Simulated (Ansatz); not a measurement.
A 4-atom cell of PbO started from a crystallographic database, relaxed with r2SCAN+rVV10, was run in Ansatz 0.2.0 under altered settings. All numbers are computed, without spin polarisation but where a row says otherwise.

```
Pb O
1.0
     3.98040    0.00000    0.00000
     0.00000    3.98040    0.00000
     0.00000    0.00000    5.00091
Pb O
2 2
Direct
  0.00000 0.50000 0.23663
  0.50000 0.00000 0.76337
  0.00000 0.00000 0.00000
  0.50000 0.50000 0.00000
```

The base run's other keys:
```yaml
kpoints:
  mp_grid: { grid: [4, 4, 2] }
hamiltonian:
  xc: hse06
scf:
  occupations: { method: fixed }
  n_extra_bands: 5
```

It takes 18 iterations with 1569 plane waves at 420 eV and 12 k points, and leaves a mean stress of +0.65 GPa. The gap over this mesh is 1.885 eV.

Outcomes, with energy and stress as changes against the base:
```
                                 setting    outcome  ΔF (meV/atom)  Δ mean stress (GPa)  gap on the mesh (eV)  iterations
               scf.exx.ecutfock_ratio: 2  converged           +0.2                  0.0                 1.885          18
PBE hybrid, exx coeff 0.3, omega 0.3 1/Å  converged              –                 -0.5                 1.825          19
                    scf.mixing.beta: 5.0    refused              –                    –                     –           –
```
A dash marks a value that wasn't obtained or can't be compared. Stress is positive in compression. The base's mesh is coarse for a hybrid, so its own values aren't converged.

- PBE hybrid, exx coeff 0.3, omega 0.3 1/Å. That is 30 % exact exchange, screened with ω = 0.3 1/Å, against HSE06's 25 % screened at 0.208 1/Å. The mean stress moves by -0.5 GPa and the gap on the mesh by -0.060 eV (to 1.825). Totals of different functionals aren't comparable.
- scf.mixing.beta: 5.0. The input is refused before any iteration. Error: invalid value for `scf.mixing.beta`: must be finite and in (0, 1]; got 5

Within 1 meV an atom, 0.1 GPa and 0.005 eV of the base stay: scf.exx.ecutfock_ratio: 2.

Spin-orbit coupling is left out; in compounds of Pb, Bi, Tl or Hg it can lower a gap by up to about 1 eV, split its edges or invert the bands.

The program warns that its thresholds are loose for a hybrid's stress.

The meshes of the hybrids are coarse, so their gaps aren't converged to the digits shown.
